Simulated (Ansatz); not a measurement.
## Ta (bcc)

Computed with Ansatz (plane waves, PAW, 420 eV cutoff): PBEsol, scalar-relativistic, no spin polarisation, Γ-centred 18×18×18 mesh, 0.05 eV Gaussian smearing. The datasets are Ansatz's generated set soft_2.

```cif
data_structure
_symmetry_space_group_name_H-M 'P 1'
_symmetry_Int_Tables_number 1
_cell_length_a 2.8408
_cell_length_b 2.8408
_cell_length_c 2.8408
_cell_angle_alpha 109.471
_cell_angle_beta 109.471
_cell_angle_gamma 109.471
_cell_volume 17.65
loop_
_atom_site_label
_atom_site_type_symbol
_atom_site_fract_x
_atom_site_fract_y
_atom_site_fract_z
_atom_site_occupancy
Ta1 Ta 0.00000 0.00000 0.00000 1
```

Cell and atoms are those of this level's equilibrium.

Path: Γ–H–N–Γ–P–H | P–N, with Γ = (0.000, 0.000, 0.000), H = (0.500, -0.500, 0.500), N = (0.000, 0.000, 0.500), P = (0.250, 0.250, 0.250) in reciprocal vectors of the calculation's cell.

Bands as a text map, energy in eV from the Fermi level (dashes), each leg drawn with the same width:
```
  5.57 |     *  *    *  *                *           
  5.14 |  ** **       *            ***      *********
  4.71 |    *          **         *   *** *    *     
  4.29 | *               **     **              **   
  3.86 |*   *    *    ***  ******                 ***
  3.43 | *           *   ***                         
  3.00 |     *                                       
  2.57 |   *              *                          
  2.14 |          * *          *                     
  1.71 |  * *     **  *    *             *         **
  1.29 |               *      *                   *  
  0.86 |** *         *      **                   *   
  0.43 |  *        *    *  ** *                 *    
  0.00 |---*--------*----***---*---------------*-----
 -0.43 |                  *                          
 -0.86 |            *    *      *    ** *     *      
 -1.29 |           * *  *        * **  *    **       
 -1.71 |    *         **          **          *******
 -2.14 |                          *  * **            
 -2.57 |          *                   *        *     
 -3.00 |    **    **                     *      *    
 -3.43 |      *  *                                   
 -3.86 |      ***   *            *        **     *   
 -4.29 |             **                           ***
 -4.71 |   *           **                            
 -5.14 |                 *      *                    
 -5.57 |                                             
 -6.00 |                  *                          
        Γ      H      N      Γ      P      HP       N
```

**Question.** By these bands, is it a metal or an insulator, and if it has a gap, where are the band edges on this path?

**Answer.** A metal: bands cross the Fermi level.

With 13 valence electrons in the calculation's cell and no magnetic order, the bands, two electrons each, can't all be full or empty: band theory demands a metal. (Only strong correlation, outside this picture, could make a Mott insulator of it.)

It took roughly 11 core-seconds on a shared host.

No spin–orbit coupling, a notable omission for heavy elements.
